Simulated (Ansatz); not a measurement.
LiGeN:
Space group P6₃mc (No. 186); a = b = 2.987 Å, c = 9.354 Å, α = β = 90.00°, γ = 120.00°

| atom | site | symmetry | x | y | z |
|---|---|---|---|---|---|
| Li | 2b | 3m. | 0.3333 | 0.6667 | 0.2432 |
| Ge | 2a | 3m. | 0.0000 | 0.0000 | 0.4988 |
| N | 2b | 3m. | 0.6667 | 0.3333 | 0.1026 |

Relaxed with r²SCAN. 

**Question.** HSE06 on this cell (Ansatz, a quantum-chemistry and plane-wave program, PAW) gives a gap of 2.23 eV. What does r²SCAN give?

**Answer.** 1.83 eV.

Cost on shared cores: the r²SCAN run (SCF on a 11×11×3 mesh, then bands and DOS) about 120 core-seconds (a rough figure), the HSE06 run (SCF on 6×6×2, then a few points) around 3 core-minutes (rough); the tasks are unlike.

Space group P6_3mc. The first step of the workflow began from a Materials Project structure, measured or hypothetical; the Crystallography Open Database copy checked does not list it. Its standing as an ambient phase is unchecked. The cell was relaxed with r²SCAN under the symmetry of its start; its stability against distortions is not shown here. Scalar-relativistic: spin–orbit coupling is off unless named, which matters more the heavier the elements.

Potentials: the later of the program's two PAW sets.

Ansatz is a plane-wave DFT program.
